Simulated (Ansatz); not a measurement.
Relaxation of a generated trial cell of Si2W in the Al2Cu structure type; 6 atoms in the cell, which starts as I4/mcm (No. 140), tI12; a = b = 6.798 Å, c = 5.470 Å, α = β = γ = 90.00°. These are PBEsol (plane waves to 420 eV, PAW, scalar-relativistic; Ansatz, an electronic-structure program) values and carry that method's errors. Γ-centred k-mesh 6×6×6 on the run's cell (coarser than for final values), Fermi–Dirac smearing 0.05 eV. This is the first round of the run. 

The optimiser's lines from the output (shortened; P is positive under compression):

```
relax step   1: F+E_penalty+E_count = -22996.85131623 eV  Δ(F+E_penalty+E_count) = +0.000e0 eV  max|allowed force component| = 1.686e-1 eV/Å  Δτ_max = 0.0000 Å  P = -28.993 GPa  Ω = 126.363 Å³  (7 SCF iters, dr2 threshold 1.00e-7 eV, accepted)
relax step   2: F+E_penalty+E_count = -22999.65740545 eV  Δ(F+E_penalty+E_count) = -2.806e0 eV  max|allowed force component| = 4.780e-1 eV/Å  Δτ_max = 0.0191 Å  P = -21.777 GPa  Ω = 109.526 Å³  (6 SCF iters, dr2 threshold 6.00e-7 eV, accepted)
relax step   3: F+E_penalty+E_count = -23001.32629144 eV  Δ(F+E_penalty+E_count) = -1.669e0 eV  max|allowed force component| = 4.791e-1 eV/Å  Δτ_max = 0.0816 Å  P = -8.703 GPa  Ω = 96.332 Å³  (6 SCF iters, dr2 threshold 6.00e-7 eV, accepted)
relax step   4: F+E_penalty+E_count = -23000.88733582 eV  Δ(F+E_penalty+E_count) = +4.390e-1 eV  max|allowed force component| = 2.258e0 eV/Å  Δτ_max = 0.1745 Å  P = +12.834 GPa  Ω = 86.656 Å³  (6 SCF iters, dr2 threshold 6.00e-7 eV, rejected (line search))
relax step   5: F+E_penalty+E_count = -23001.56778301 eV  Δ(F+E_penalty+E_count) = -2.415e-1 eV  max|allowed force component| = 3.687e-1 eV/Å  Δτ_max = 0.0242 Å  P = -1.833 GPa  Ω = 92.110 Å³  (8 SCF iters, accepted)
relax step   6: F+E_penalty+E_count = -23001.61098378 eV  Δ(F+E_penalty+E_count) = -4.320e-2 eV  max|allowed force component| = 5.536e-2 eV/Å  Δτ_max = 0.0342 Å  P = +0.074 GPa  Ω = 91.132 Å³  (6 SCF iters, dr2 threshold 6.00e-7 eV, accepted)
relax step   7: F+E_penalty+E_count = -23001.61175844 eV  Δ(F+E_penalty+E_count) = -7.747e-4 eV  max|allowed force component| = 3.430e-3 eV/Å  Δτ_max = 0.0056 Å  P = -0.020 GPa  Ω = 91.180 Å³  (6 SCF iters, dr2 threshold 1.92e-7 eV, accepted)
relax step   8: F+E_penalty+E_count = -23001.61176292 eV  Δ(F+E_penalty+E_count) = -4.473e-6 eV  max|allowed force component| = 7.040e-5 eV/Å  Δτ_max = 0.0003 Å  P = +0.000 GPa  Ω = 91.170 Å³  (6 SCF iters, dr2 threshold 1.10e-9 eV, accepted)
relax step   9: F+E_penalty+E_count = -23001.60817615 eV  Δ(F+E_penalty+E_count) = +3.587e-3 eV  max|allowed force component| = 3.540e-4 eV/Å  Δτ_max = 0.0000 Å  P = +0.002 GPa  Ω = 91.170 Å³  stress off target by 4.67e-3 GPa  SCF on the basis re-selected at this cell (its energy is not comparable with the rows above)  (6 SCF iters)
```

From the first to the last row the energy changes by -0.79 eV/atom and the volume by -27.9 %. The last row is marked as not comparable with the walk above it, whose basis was carried along; it does compare with step 1, since both stand on a basis selected at the nominal cutoff for their own cell.

Step 4 was rejected by the optimiser.

Later rounds, restarted from the end of this one on a renewed k-mesh, logged 4 more steps and released under 0.01 eV/atom more. The final structure after all rounds: I4/mcm (No. 140), tI12, AFLOW prototype A2B_tI12_140_h_a (C16, as in Al2Cu); a = b = 5.9618 Å, c = 5.1289 Å, α = β = γ = 90.00°. Between re-selections the logged energies stand on a plane-wave basis carried along with the cell. No spin polarisation in the result.

The run could not lose the symmetry of its start: the end is stationary, and may be a saddle point rather than a minimum.

The relaxed structure here is a generated cell of Si2W: the first start was made by placing the elements on the sites of a structure type, and the end was not matched to a known phase here, so it may be hypothetical. Known forms of Si2W include space group No. 139.
